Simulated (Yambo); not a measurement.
G0W0@LDA for KHgF$_{3}$ (space group Cmmm, No. 65, within 0.06 Å of Pm-3m) in Yambo. Reference settings: 2×2×2 Γ-centred k mesh, bands 5 to 142 and a 7 Ry block in the screening, 142 bands in G with the Bruneval-Gonze terminator, plasmon pole fitted at 27.2 eV. The LDA gap (-0.5, -0.5, -0.5) → Γ on this mesh is 0.31 eV; G0W0 gaps are taken between the same points.

With and without the terminator, as bands are cut:

```csv
bands in G (in W),"gap, terminator (eV)","gap, none (eV)","valence shift, terminator (eV)","valence shift, none (eV)"
42 (42),3.345,3.255,-1.050,-0.725
60 (60),2.955,2.796,-0.942,-0.570
83 (83),2.682,2.499,-0.937,-0.586
112 (112),2.548,2.355,-0.957,-0.630
142 (142),2.497,2.336,-0.985,-0.719
```

Over this range the gap spans 0.848 eV with the terminator and 0.919 eV without, the valence shift 0.113 eV and 0.155 eV. Neither column has reached its limit for certain.

Spin-orbit coupling is not included.

Geometry of the Materials Project entry, not relaxed at this level; primitive cell a = 4.5326 Å, b = 4.5326 Å, c = 4.5244 Å, α = 90.00°, β = 90.00°, γ = 90.11°.

A shift is the quasiparticle energy of the state minus its LDA energy.
